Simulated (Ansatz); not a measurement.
## Y: stationary points along a deformation path

The calculation used Ansatz 0.2.0, DFT PBEsol, scalar-relativistic, plane waves, PAW. Cutoff 420 eV, Γ-centred 18×18×18 k-points, Gaussian smearing of 0.15 eV. No spin polarisation. Energies are free energies at this smearing, counted from the undisturbed cell; pressure is positive in compression.

The undisturbed cell (as given, not relaxed at this level; it stands at 0.2 GPa; this fcc form isn't the usual structure):

```yaml
crystal:
  lattice:
    - [0.00000, 2.48500, 2.48500]
    - [2.48500, 0.00000, 2.48500]
    - [2.48500, 2.48500, 0.00000]
  atoms:
    - { symbol: Y, position: [0.00000, 0.00000, 0.00000] }
```

At fixed volume and fractional coordinates, lengths along (0.577, 0.577, 0.577) are scaled against those across it; ρ is that ratio over its starting value. V = 30.691 Å³/atom. Δσ is the stress along the axis less the mean stress across it (compression positive).

| ρ | ΔE (meV/atom) | Δσ (GPa) | space group |
| --- | --- | --- | --- |
| 0.500 | 780.0 | 0.00 | Pm-3m |
| 0.600 | 694.9 | 7.85 | R-3m |
| 0.710 | 425.6 | 16.16 | R-3m |
| 0.850 | 107.7 | 9.86 | R-3m |
| 0.930 | 22.7 | 4.80 | R-3m |
| 1.000 | 0.0 | 0.00 | Fm-3m |
| 1.080 | 26.7 | -5.44 | R-3m |
| 1.200 | 148.1 | -12.54 | R-3m |
| 1.410 | 514.8 | -22.52 | R-3m |
| 1.700 | 1180.5 | -32.86 | R-3m |
| 2.000 | 1938.0 | -39.96 | R-3m |

Question: How does the stress give the slope of the energy, and where is the energy stationary?

Answer: Along the path d ln(length) is 2/3 d ln ρ on the axis and −1/3 d ln ρ across it, so dE/d ln ρ = −(2/3) V Δσ: the energy falls with ρ where Δσ is positive. Δσ vanishes or changes sign at ρ = 0.500 (Pm-3m, an end of the scan), at 780.0 meV/atom; at ρ = 1.000 (Fm-3m), a minimum at 0.0 meV/atom. Pairs of stationary points between two samples would go unseen, and could change a minimum read from distant neighbours into a maximum. At ρ = 0.500, 1.000 the cell is cubic, where symmetry alone makes the stress isotropic and the slope zero.

Question: Which shear constant sets the curvature at ρ = 1?

Answer: For a cubic crystal E/V = (2/3) C (ln ρ)² with C = C44, so Δσ = −2C ln ρ. The parabola of Δσ against ln ρ through ρ = 0.930, 1 and 1.080 gives C ≈ 34 GPa with the ions clamped, rough because the steps are large.

In a metal these slopes depend on the k mesh and the smearing.